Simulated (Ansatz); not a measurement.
A trial cell of Sn was relaxed with PBE (plane waves to 420 eV, PAW, scalar-relativistic; Ansatz, a first-principles code).

Before: P3₁21 (No. 152), hP3; a = 4.857 Å, b = 4.857 Å, c = 5.510 Å, α = 90.00°, β = 90.00°, γ = 120.00°.

After relaxation:

Simulated powder pattern, Co Kα, λ = 1.79026 Å (kinematic, ideal powder, no thermal factors, no anomalous dispersion; the 24 strongest lines at most, above 1 %, up to 2θ = 90°):

| 2θ (°) | I/Imax (%) |
|---|---|
| 33.73 | 100 |
| 47.69 | 38 |
| 49.20 | 35 |
| 59.69 | 20 |
| 62.26 | 5.8 |
| 70.94 | 12 |
| 79.76 | 18 |
| 82.03 | 16 |
| 88.90 | 6.9 |

Problem. Identify the relaxed structure from its pattern: crystal system, space group and cell.

Solution. Trigonal, R-3m, hexagonal axes (No. 166), hR1; a = 4.428 Å, b = 4.428 Å, c = 5.195 Å, α = 90.00°, β = 90.00°, γ = 120.00°. Sites: Sn 3a (0.000, 0.000, 0.000).

Problem. Index the strongest lines.

Solution. 33.73° (1 0 -1 1), 47.69° (1 1 -2 0), 49.20° (0 1 -1 2), 59.69° (0 2 -2 1), 79.76° (2 1 -3 1).

No spin polarisation in the result.

The run could not lose the symmetry of its start, so the end can be a saddle point.

The relaxed structure here is a generated cell of Sn: the first start was made by placing the elements on the sites of a structure type, and the end was not matched to a known phase here, so it may be hypothetical. Known forms of Sn include space group No. 141, 227.
